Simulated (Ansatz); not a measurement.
**TiC: computed DOS**

```
CELL_PARAMETERS angstrom
0.00000 2.16400 2.16400
2.16400 0.00000 2.16400
2.16400 2.16400 0.00000
ATOMIC_POSITIONS crystal
Ti 0.00000 0.00000 0.00000
C 0.50000 0.50000 0.50000
```

The cell comes from COD entry 9012564, which wasn't checked; take it as a given geometry.

Theory: Ansatz 0.2.0, DFT, PBEsol, all-electron LAPW, scalar-relativistic.

The runs use a Γ-centred 16×16×16 k mesh, Fermi–Dirac smearing of 0.03 eV, basis error target 1 meV/atom, no spin polarisation.

States per eV and cell, averaged over 0.6 eV, from -12.4 to 1.2 eV, with energies (bin centres) from the Fermi level; empty bins are left out. The partial columns, the largest 5 alone, are projections on Löwdin-orthogonalised atomic shells (those that the program's projection atoms carry: the occupied ones and, for some elements, an empty d or f shell; other empty shells have no column), summed over atoms of an element. Weights on diffuse s and p shells depend on that basis and aren't pure angular character.

```csv
E (eV),total,C 2p,Ti 3d,C 2s,Ti 4s,Ti 3p
-12.2,0.05,0.00,0.00,0.02,0.03,0.00
-11.6,0.15,0.00,0.00,0.06,0.07,0.00
-11.0,0.25,0.01,0.01,0.12,0.10,0.01
-10.4,0.44,0.02,0.04,0.25,0.12,0.01
-9.8,1.21,0.03,0.26,0.77,0.12,0.02
-9.2,1.22,0.01,0.23,0.91,0.04,0.03
-8.6,0.00,0.00,0.00,0.00,0.00,0.00
-5.6,0.13,0.07,0.04,0.00,0.01,0.00
-5.0,0.42,0.22,0.13,0.01,0.03,0.00
-4.4,0.94,0.53,0.30,0.03,0.06,0.01
-3.8,1.15,0.72,0.31,0.03,0.05,0.02
-3.2,1.39,0.83,0.48,0.02,0.01,0.03
-2.6,2.56,1.28,1.21,0.02,0.01,0.02
-2.0,1.71,0.83,0.84,0.01,0.00,0.01
-1.4,0.91,0.45,0.44,0.01,0.00,0.01
-0.8,0.55,0.30,0.24,0.00,0.00,0.00
-0.2,0.27,0.15,0.12,0.00,0.00,0.00
0.4,0.39,0.15,0.23,0.00,0.00,0.00
1.0,0.68,0.15,0.51,0.01,0.00,0.00
```

(1) Where is the centre of the filled Ti 3d states between -14 eV and the top of the filled states?

Results:

(1) -3.38 eV from the Fermi level.
